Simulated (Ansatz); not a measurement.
**Phonon spectrum of Mo at 0.98 times its equilibrium volume**

Level of theory: DFT LDA, scalar-relativistic, plane waves, PAW (Ansatz). Cutoff 420 eV, 20×20×20 k-points (Γ-centred), Fermi-Dirac smearing of 0.15 eV. No spin polarisation. Phonons by linear response, acoustic sum rule imposed.

The cell, relaxed in shape and atoms at 0.98 times its equilibrium volume:
```
Mo
1.0
    -1.54550    1.54550    1.54550
     1.54550   -1.54550    1.54550
     1.54550    1.54550   -1.54550
Mo
1
Cartesian
  0.0000 0.0000 0.0000
```

In a metal, frequencies and elastic constants depend on the k mesh and the smearing, soft modes and shear constants most. Some empty bands missed the eigensolver's threshold. The q mesh is coarse, so values between its points are rough.

Force constants from linear response on a 2×2×2 q mesh.

Problem. Is the structure dynamically stable on the q mesh?

Solution. Yes, on this mesh: no mode is imaginary.

Problem. Give the frequencies (cm⁻¹) at the points of high symmetry.

Solution.
```tsv
point	q	frequencies
H	0.500 -0.500 0.500	189 189 189
N	0.000 0.000 0.500	162 199 285
P	0.250 0.250 0.250	254 254 254
```

Cost: 1 run of about 1.1 core-minutes, on Intel Xeon Processor @ 2.70GHz (shared hosts).